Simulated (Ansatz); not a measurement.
PbSe (rock salt)

```yaml
crystal:
  lattice:
    - [0.00000, 6.21766, 6.21766]
    - [3.10883, 0.00000, 3.10883]
    - [3.10883, 3.10883, 0.00000]
  atoms:
    - { symbol: Se, position: [0.00000, 0.00000, 0.00000] }
    - { symbol: Se, position: [0.50000, 0.00000, 0.00000] }
    - { symbol: Pb, position: [0.25000, 0.50000, 0.50000] }
    - { symbol: Pb, position: [0.75000, 0.50000, 0.50000] }
```

The atoms are displaced by Q × the pattern below (from a DFPT mode at L = (0.5, 0.0, 0.0), largest move 1; Q in Å), at fixed cell. It is one choice among 2 degenerate patterns. (q is in reciprocal vectors of the primitive cell; the cell shown is doubled to hold the pattern.)

```tsv
atom	x	y	z
Se1	-0.285	0.520	-0.805
Se2	0.285	-0.520	0.805
```

Atoms not listed stay in place.

These are PBE (plane waves to 420 eV, PAW, scalar-relativistic; Ansatz, a quantum-chemistry and plane-wave program) values and carry that method's errors. k mesh 9×9×9 (Γ-centred), Fermi-Dirac smearing 0.05 eV. The energy includes the smearing's −TS. PbSe was relaxed with its symmetry unable to fall. Spin-orbit coupling is left out, though Pb is heavy. The PAW data are Ansatz's earlier set. The zero of ΔE is the undisplaced structure.

```tsv
Q (Å)	ΔE (eV/cell)
-0.280	0.305
-0.187	0.135
-0.093	0.034
0.000	0.000
0.093	0.034
0.187	0.135
0.280	0.305
```

Question: Which DFPT wavenumber at L = (0.5, 0.0, 0.0) belongs to this mode?
A) 96 cm⁻¹
B) 137 cm⁻¹
C) 50 cm⁻¹
D) 115 cm⁻¹

Answer: D, 115 cm⁻¹. The curvature of the scan gives 115 cm⁻¹

(For displaced atoms, the force is minus the slope of the energy, and its curvature is a force constant, which sets phonon frequencies.)
